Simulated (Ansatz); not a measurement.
# Structure optimisation: tungsten, beta-Sn type

Method: DFT, BLYP, plane waves (420 eV) with PAW, scalar-relativistic in Ansatz. The PAW files were generated under PBE, with cores re-solved for the functional.

k-point mesh 13×13×9, Fermi-Dirac smearing 0.1 eV, no spin polarisation. Cell and atoms relax.

Starting structure:

```yaml
crystal:
  lattice:
    - [-2.4791836024, 2.4791836024, 1.3536342469]
    - [2.4791836024, -2.4791836024, 1.3536342469]
    - [2.4791836024, 2.4791836024, -1.3536342469]
  atoms:
    - { symbol: W, position: [0.0, 0.0, 0.0] }
    - { symbol: W, position: [0.75, 0.25, 0.5] }
hamiltonian:
  xc: blyp
  pseudopotentials:
    kind: paw
    azcp:
      W: "pseudopotentials/W.paw.azcp"
basis:
  ecutwfc: 420
  fft_grid_basis: typed
kpoints:
  mp_grid: { grid: [13, 13, 9], shift: [0, 0, 0] }
magnetization:
  spin_polarized: false
scf:
  occupations: { method: fermi_dirac, width: 0.1 }
relax:
  max_steps: 60
  f_tol: 0.01
  cell: {}
```

Q: What cell does the relaxation end in?

A: Fddd with a = 2.722 Å, b = 5.493 Å, c = 9.131 Å; 17.07 Å³ per atom against 16.64 at the start (2.6 %).

The cell has left the beta-Sn structure type; it ends in Fddd.

Q: How much energy does the relaxation gain?

A: 799.9 meV per atom.

Path of the relaxation (the plane waves are chosen anew near the end, which can shift the energy a little):

```json
{"step": "0", "E − E(final) (meV/atom)": "799.92", "V (Å³/atom)": "16.640", "P (GPa)": "24.63", "max force (eV/Å)": "0.000"}
{"step": "1", "E − E(final) (meV/atom)": "680.00", "V (Å³/atom)": "18.811", "P (GPa)": "-5.21", "max force (eV/Å)": "0.003"}
{"step": "2", "E − E(final) (meV/atom)": "668.50", "V (Å³/atom)": "18.404", "P (GPa)": "-0.94", "max force (eV/Å)": "0.003"}
{"step": "3", "E − E(final) (meV/atom)": "665.00", "V (Å³/atom)": "18.319", "P (GPa)": "0.00", "max force (eV/Å)": "0.004"}
{"step": "4", "E − E(final) (meV/atom)": "595.19", "V (Å³/atom)": "18.159", "P (GPa)": "0.53", "max force (eV/Å)": "0.008"}
{"step": "5", "E − E(final) (meV/atom)": "438.79", "V (Å³/atom)": "17.935", "P (GPa)": "-0.05", "max force (eV/Å)": "0.010"}
{"step": "6", "E − E(final) (meV/atom)": "245.73", "V (Å³/atom)": "17.620", "P (GPa)": "-0.70", "max force (eV/Å)": "0.001"}
{"step": "7", "E − E(final) (meV/atom)": "99.34", "V (Å³/atom)": "17.166", "P (GPa)": "1.20", "max force (eV/Å)": "0.000"}
{"step": "8", "E − E(final) (meV/atom)": "36.03", "V (Å³/atom)": "16.928", "P (GPa)": "0.28", "max force (eV/Å)": "0.001"}
{"step": "9", "E − E(final) (meV/atom)": "35.64", "V (Å³/atom)": "16.953", "P (GPa)": "-0.06", "max force (eV/Å)": "0.000"}
{"step": "10", "E − E(final) (meV/atom)": "35.63", "V (Å³/atom)": "16.950", "P (GPa)": "0.00", "max force (eV/Å)": "0.000"}
{"step": "11", "E − E(final) (meV/atom)": "6.28", "V (Å³/atom)": "16.950", "P (GPa)": "2.41", "max force (eV/Å)": "0.000"}
{"step": "12", "E − E(final) (meV/atom)": "0.38", "V (Å³/atom)": "17.048", "P (GPa)": "0.44", "max force (eV/Å)": "0.003"}
{"step": "13", "E − E(final) (meV/atom)": "0.06", "V (Å³/atom)": "17.072", "P (GPa)": "-0.08", "max force (eV/Å)": "0.000"}
{"step": "14", "E − E(final) (meV/atom)": "0.03", "V (Å³/atom)": "17.069", "P (GPa)": "-0.01", "max force (eV/Å)": "0.000"}
{"step": "15", "E − E(final) (meV/atom)": "0.00", "V (Å³/atom)": "17.069", "P (GPa)": "-0.01", "max force (eV/Å)": "0.000"}
```

The k-point mesh keeps fewer symmetry operations than the starting structure has, so the cell can leave it.
